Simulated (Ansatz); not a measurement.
**Kick test of a cell of Si3As**

The structure comes from a generated guess, relaxed at this level; another structure or a mixture of phases may lie lower.

Computed with DFT PBE, scalar-relativistic, plane waves, PAW (Ansatz 0.2.0). Settings: cutoff 420 eV, Γ-centred mesh 14×14×8 on the computed 4-atom cell, Gaussian smearing of 0.10 eV; no spin polarisation.

The cell below (4 atoms, space group P4/mmm (No. 123)) is relaxed within its symmetry.

```
Si As
1.0
     3.32183    0.00000    0.00000
     0.00000    3.32183    0.00000
     0.00000    0.00000    5.76628
Si As
3 1
Cartesian
  1.6609 1.6609 1.5867
  1.6609 1.6609 4.1796
  0.0000 0.0000 2.8831
  0.0000 0.0000 0.0000
```

For the test a repeat of it with 8 atoms (edges 3.32, 5.77, 6.64 Å) was strained at random (σ = 1.5 % a component), the atoms were moved at random (σ = 0.05 Å), and all was relaxed again on a coarse 6×4×4 mesh (in the run’s order of axes) with 0.20 eV smearing, with no symmetry imposed.

An odd number of electrons in the primitive cell allows no gap without spin; a larger cell or a magnetic state could open one. The cell is a metal run without spin; a magnetic state may lie lower.

Q: Does it come back?

A: It doesn't return. The energy falls by 178 meV/atom on that mesh, the volume changes by 6.3 %, and the end has space group P2_1/m (No. 11) at a loose tolerance. Relaxed again on a 10×6×8 mesh with 0.10 eV smearing, the new structure lies 224 meV/atom below the first (mesh in the axes of the run's cell; the cell below is made exact in the group named). Space group Pmmn (No. 59), orthorhombic, a = 3.592 Å, b = 6.146 Å, c = 6.220 Å. Si on a site of symmetry m has 3 Si at 2.53 Å and 3 As at 2.63–2.64 Å; around Si on a site of symmetry mm2 lie 6 Si at 2.53 Å; As has 6 Si at 2.63–2.64 Å.

```
Si As
1.0
     3.59169    0.00000    0.00000
     0.00000    6.14639    0.00000
     0.00000    0.00000    6.22017
Si As
6 2
Direct
  0.50000 0.24393 0.73549
  0.50000 0.75607 0.73549
  0.00000 0.25607 0.26451
  0.00000 0.74393 0.26451
  0.00000 0.00000 0.58213
  0.50000 0.50000 0.41787
  0.50000 0.00000 0.08196
  0.00000 0.50000 0.91804
```
